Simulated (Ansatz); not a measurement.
One crystal and one scan (frozen-phonon scan) at two levels, PBE (plane waves to 420 eV, PAW, scalar-relativistic; Ansatz, an electronic-structure program) and r2SCAN (plane waves to 500 eV, PAW, scalar-relativistic; Ansatz), each from its own relaxed cell and on its own mesh.

The crystal is ZnSe (zinc blende); a phonon pattern at X = (0.5, 0.5, 0.0) is frozen into a 4-atom cell, Q being the largest atomic displacement.

ZnSe was relaxed with its symmetry unable to fall.

```
quantity                                                                                  run 1  run 2
----------------------------------------------------------------------------------------  -----  -----
Lattice constant a (Å)                                                                    5.733  5.665
Harmonic wavenumber from the curvature (finite differences) (cm⁻¹ (negative: imaginary))     68     72
```

Which run is which level?

Run 1 is PBE, run 2 is r2SCAN. PBE gives the higher value for: lattice constant a. PBE gives the lower value for: harmonic wavenumber from the curvature. Both give the same shape of the curve: a single well with its minimum at or next to zero displacement. Neither level is exact: the differences show how much the result hangs on the functional.

(For displaced atoms, the force is minus the slope of the energy, and its curvature is a force constant, which sets phonon frequencies.)
